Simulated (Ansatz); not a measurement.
## In$_{2}$Sb$_{2}$O$_{7}$: reading a single point

```
CELL_PARAMETERS angstrom
-3.50725 0.00000 4.64086
1.08661 -5.11207 0.00000
3.50725 0.00000 4.64086
ATOMIC_POSITIONS crystal
O 0.00000 0.00000 0.00000
O 0.59000 0.78200 0.41000
O 0.41000 0.21800 0.59000
O 0.92200 0.28900 0.40200
O 0.40200 0.71100 0.92200
O 0.07800 0.71100 0.59800
O 0.59800 0.28900 0.07800
In 0.30700 0.50000 0.30700
In 0.69300 0.50000 0.69300
Sb 0.76800 0.09200 0.23200
Sb 0.23200 0.90800 0.76800
```

The numbers come from plane-wave PAW DFT (Ansatz): r2SCAN, no spin polarisation, 500 eV, 5×6×5 Γ-centred k points, fermi-dirac occupations (width 0.1 eV). Nothing was relaxed.

Q: Metal or insulator?

A: It is a metal, with about 1.3 states/eV a cell as the mean within 0.25 eV of the Fermi level, mostly In s (32 %), O p (24 %) and Sb s (14 %).

Q: Is the cell too large or too small?

A: The pressure is 15.1 GPa (compression positive), so with the atoms held at these fractions the cell would first expand; the forces are large, so a full relaxation may end otherwise. The principal stresses 13.3, 14.4, 17.5 GPa differ, so its shape would change too.

Q: Is it stable against the elements?

A: -1.19 eV an atom against the elements' usual phases (free molecules for gases, crystals otherwise, with no correction for O₂ or N₂), so it is bound against them; other compounds may still compete. Relaxing would lower it.

Q: Describe some of the short contacts.

A: O–Sb at 1.79 Å: least valence density 1.12 e/Å³ and ELF 0.27 there. In–O at 2.26 Å: least valence density 0.41 e/Å³ and ELF 0.14 there. These are pseudo-fields; inside the PAW spheres they differ from the all-electron ones.

Q: Which atom feels the largest force, and which way?

A: The largest is on O2 (and as large on other atoms): 3.03 eV/Å, components (1.18, 2.79, 0.00). It makes 173° with the line to a nearest neighbour, Sb10 at 1.83 Å, pointing away from it.

Origin: a known structure type with other elements, at an estimated volume, so it need not be a known compound. Caveats: atoms or cell far from equilibrium.
